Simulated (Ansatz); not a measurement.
WS$_{2}$:
```cif
data_S4W2
_chemical_formula_sum 'W2 S4'
_space_group_name_H-M_alt 'P63/mmc'
_space_group_IT_number 194
_space_group_name_Hall '-P 6c 2c'
_cell_length_a 3.12713
_cell_length_b 3.12713
_cell_length_c 12.15764
_cell_angle_alpha 90.000
_cell_angle_beta 90.000
_cell_angle_gamma 120.000
loop_
_atom_site_label
_atom_site_type_symbol
_atom_site_symmetry_multiplicity
_atom_site_Wyckoff_symbol
_atom_site_fract_x
_atom_site_fract_y
_atom_site_fract_z
_atom_site_occupancy
W1 W 2 c 0.33333 0.66667 0.25000 1
S1 S 4 f 0.66667 0.33333 0.12152 1
```

Relaxed at zero pressure with LDA in the plane-wave PAW code Ansatz.

The volume is raised by 9 % and shape and atoms relax at that volume. What pressure results, and how do the axes share the change?

-1.6 GPa; a 0.4 %, b 0.4 %, c 8.1 %; the energy rises by 11 meV/atom.

Give the new structure.


Space group P6₃/mmc (No. 194); a = 3.141 Å, b = 3.141 Å, c = 13.138 Å, α = 90.00°, β = 90.00°, γ = 120.00°

```csv
atom,site,symmetry,x,y,z
W,2c,-6m2,0.3333,0.6667,0.2500
S,4f,3m.,0.6667,0.3333,0.1313
```

The phase is kept; no other phase was compared at this pressure.

Space group P6_3/mmc. The LDA relaxation kept the symmetry of its start; phonons on a q-mesh show no instability. The run is not spin-polarised. A crystal of weakly bound layers computed without a dispersion correction: the cell and the soft elastic constants depend strongly on that. Scalar-relativistic: spin–orbit coupling is off unless named, which matters more the heavier the elements.

Potentials: the earlier of the program's two PAW sets.
